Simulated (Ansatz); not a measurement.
YHg: frozen-core PAW against all-electron methods

```xyz
2
Lattice="3.7556 0.0000 0.0000 0.0000 3.7556 0.0000 0.0000 0.0000 3.6820" Properties=species:S:1:pos:R:3 pbc="T T T"
Y     1.8778    1.8778    1.8410
Hg    0.0000    0.0000    0.0000
```

Atoms are numbered in the order listed.

The cell comes from COD entry 1523310, which wasn't checked; take it as a given geometry. The listed cell was then made from it by scaling, straining or moving an atom.

Spin polarisation is left out, and whether a magnetic state lies lower isn't shown here.

No spin–orbit coupling, which matters for the heavy atoms here.

Levels of theory: DFT, LDA, PAW with Ansatz's default frozen-core files, scalar-relativistic (Ansatz 0.2.0); DFT, LDA, all-electron PAW with datasets made for the crystal, scalar-relativistic (Ansatz 0.2.0); DFT, LDA, all-electron LAPW, scalar-relativistic (Ansatz 0.2.0).

For PAW: a Γ-centred 11×11×11 k mesh, Fermi–Dirac smearing of 0.08 eV, cutoff 420 eV, no spin polarisation; the PAW files were made with PBE, and the program remakes their frozen cores for this functional. The crystal-made all-electron datasets (AE datasets) take a cutoff of 240 eV at this cell. LAPW targets a basis error of 0.25 meV/atom. The Ansatz runs share mesh, smearing and spin set-up. Plane-wave (PAW) pressures include the program's estimate of the Pulay term.

Stress and pressure are positive in compression.

The change that made this cell: equal xx and yy strain of +2 %.

Spin–orbit coupling is left out, which moves gradients at and beside heavy atoms by some per cent and at worst by a factor of two.

In a metal, gradients converge slowly with the k mesh: the values move by tens of per cent from one mesh to another, at times in sign, so only the comparison on one mesh counts.

| quantity | PAW | AE datasets | LAPW |
| --- | --- | --- | --- |
| pressure (GPa) | -5.83 | -5.82 | -5.82 |
| stress xx (GPa) | -6.04 | -6.04 | -6.04 |
| stress zz (GPa) | -5.39 | -5.39 | -5.39 |
| field gradient Vzz at Hg2 (10²¹ V/m²) | 0.89 | 0.89 | – |

PAW's pressure differs from the LAPW value by about 0.01 GPa or less.
